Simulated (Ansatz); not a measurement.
### Question
Zr (hcp (Mg type), space group No. 194) is relaxed with the program Ansatz at the LDA level (PAW). What lattice parameters of the conventional cell result?

### Answer
a = 3.143 Å, c = 5.092 Å.

Space group P6_3/mmc (hcp (Mg type)). Symmetry was held in the LDA relaxation. No spin polarisation was allowed. Axis ratios of metals converge slowly with the k-mesh, so a and c are less sure than the volume.

Potentials: the earlier of the program's two PAW sets. The files were generated under PBE; for other functionals the program regenerates the frozen cores, and for LDA and PBEsol the local potential too.
